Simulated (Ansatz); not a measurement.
**K₂LiAlH₆: pressure against volume**

K₂LiAlH₆, Fm-3m, a = 7.712 Å. The structure is a Materials Project entry; whether it is the stable form wasn't checked. Ansatz: PBEsol, PAW, 420 eV, Γ-centred 6×6×6 mesh on 10 atoms, Gaussian smearing 0.02 eV; no spin polarisation. Shape and atoms are relaxed at each volume; pressure is positive in compression.

```tsv
V (Å³/atom)	P (GPa)
10.092	?
10.436	3.63
10.780	2.21
11.124	1.03
11.468	0.00
11.812	-0.90
12.156	-1.66
12.615	-2.52
```

Question: Take V0 = 11.468 Å³/atom, fit the third-order Birch–Murnaghan form to the other rows, and predict the missing pressure.

Answer: With the Eulerian strain f = ½[(V0/V)^(2/3) − 1] and y = P/[3f(1 + 2f)^(5/2)], the form is the line y = B0 + 1.5 B0 (B0′ − 4) f. Rows (f, y): 0.03244, 31.9; 0.02105, 31.6; 0.01026, 31.8; -0.00976, 32.3; -0.01905, 32.0; -0.03079, 32.0. Means f = 0.0006917, y = 31.933; Σ(Δf)² = 0.003004, ΣΔfΔy = -0.01637; the slope is their ratio. y = 31.94 − 5.448 f GPa, so B0 = 31.9 GPa and B0′ = 4 + 2 × (-5.448)/(3 × 31.94) = 3.89. At V = 10.092, f = 0.04447, y = 31.70 and P = 5.23 GPa. The run gave 5.29 GPa, so the fit is 0.06 GPa too low, a small miss on the scale of the series.

Cost: 8 runs of about 1.6 core-minutes in all, on Intel Xeon Platinum 8259CL (Skylake/Cascade Lake) (shared hosts).